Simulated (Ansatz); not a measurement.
An Ansatz (a program for electronic structure) input:

Ansatz 0.2 input:
```yaml
crystal:
  lattice:
    - [4.0366276238, 0.0, 0.0]
    - [0.0, 4.0366276238, 0.0]
    - [0.0, 0.0, 4.0366276238]
  atoms:
    - { symbol: In, position: [0.0, 0.0, 0.0] }
    - { symbol: Ru, position: [0.0, 0.5, 0.5] }
    - { symbol: Ru, position: [0.5, 0.0, 0.5] }
    - { symbol: Ru, position: [0.5, 0.5, 0.0] }
    - { symbol: N, position: [0.5, 0.5, 0.5] }
kpoints:
  mp_grid: { grid: [8, 8, 8] }
  band_path:
    path:
      - [[0.0, 0.0, 0.0], [0.0, 0.5, 0.0], [0.5, 0.5, 0.0], [0.0, 0.0, 0.0], [0.5, 0.5, 0.5], [0.0, 0.5, 0.0]]  # Γ-X-M-Γ-R-X
      - [[0.5, 0.5, 0.5], [0.5, 0.5, 0.0]]  # R-M
    npoints: 12
basis: { xc_grid: 2 }
hamiltonian:
  xc: pbesol
  pseudopotentials: { azcp: { folder: ./paw }, kind: paw_fr }
magnetization: { noncollinear: true, spin_orbit: true }
scf:
  n_extra_bands: 12
  convergence: { dr2_threshold: 0.0000000001 }
  occupations: { method: gaussian, width: 0.05 }
output: { eigenvalues: true }
```

Q: How many symmetry operations and irreducible k-points will the run report?

A: 48 operations, 35 of 512 k-points.

Q: With a cutoff of 420 eV, how many plane waves at Γ?

A: 1309.

It took very roughly 80 core-seconds on shared server cores.

Space group Pm-3m (anti-perovskite). The start of the workflow was typed in or built on a structure type; neither database checked (COD, Materials Project) lists it. Whether it is the stable phase at ambient conditions was not checked. The cell was relaxed with PBEsol under the symmetry of its start; its stability against distortions is not shown here. No spin polarisation was allowed.

Potentials: the earlier of the program's two PAW sets. The files were generated under PBE; for other functionals the program regenerates the frozen cores, and for LDA and PBEsol the local potential too.

Ansatz is a plane-wave DFT program.
